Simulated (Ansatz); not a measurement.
The relaxed structure here is a generated cell of CrI3: the first start was made by a random draw of sites in a space group, and the end was not matched to a known phase here, so it may be hypothetical. Known forms of CrI3 include space group No. 148.

One stationary structure of CrI₃. Space group P2/m (No. 10). Level of theory: r2SCAN (plane waves to 500 eV, PAW, scalar-relativistic; Ansatz, an electronic-structure program).

Space group P2/m (No. 10); a = 4.5808 Å, b = 5.2976 Å, c = 9.0063 Å, α = 90.00°, β = 94.68°, γ = 90.00°

```json
[
 {"atom": "Cr", "site": "1e", "symmetry": "2/m", "x": "0.5000", "y": "0.5000", "z": "0.0000"},
 {"atom": "I", "site": "1d", "symmetry": "2/m", "x": "0.5000", "y": "0.0000", "z": "0.0000"},
 {"atom": "I", "site": "2m", "symmetry": "m", "x": "0.1353", "y": "0.0000", "z": "0.6411"}
]
```

- Volume per atom = 54.46 Å³
- Density = 3.30 g/cm³
- Band gap = 0.54 eV, direct within 0.03 eV (at C2); its edges lie in opposite spin channels (no spin-orbit coupling)
- Magnetic moment = net 1.25 μB/atom, ferromagnetic
- Shortest distances = Cr–I 2.65 Å; I–I 2.74 Å
- k-mesh = 7×6×4

The relaxed cell holds bonded I–I pairs (2.74 Å). Spin state reached: ferromagnetic (net 1.25 μB/atom), from parallel starting moments; other spin orders were not run from this start. Without spin-orbit coupling the bands of the heavy element are not split, so the gap can be far off.

The run could not lose the symmetry of its start, so the end can be a saddle point.
